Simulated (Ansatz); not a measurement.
SrPd5 in space group P6/mmm (No. 191; Pd on 2c, Pd on 3g, Sr on 1a) at seven volumes, plane-wave PAW r²SCAN (Ansatz code), shape and atoms relaxed at each. One row is withheld.

```
V (Å³/atom)  P (GPa)
-----------  -------
16.886         14.36
17.443             ?
17.999          3.94
18.556          0.01
19.113         -3.25
19.669         -5.94
20.226         -8.15
```

Fit the shown pressures and predict the withheld one.

Third-order Birch–Murnaghan: P = (3/2)B₀(x^(7/2) − x^(5/2))[1 + (3/4)(B′ − 4)(x − 1)] with x = (V₀/V)^(2/3). Least squares on the six rows gives V₀ = 18.557 Å³/atom, B₀ = 118.8 GPa, B′ = 5.25. At V = 17.443, x = 1.0421 and P = 8.65 GPa. The run itself gave 8.66 GPa.

The workflow started from an entry of the Crystallography Open Database (COD). Whether it is the stable phase at ambient conditions was not checked. The cell was relaxed with r²SCAN under the symmetry of its start; its stability against distortions is not shown here. The run is not spin-polarised.

Potentials: the later of the program's two PAW sets.
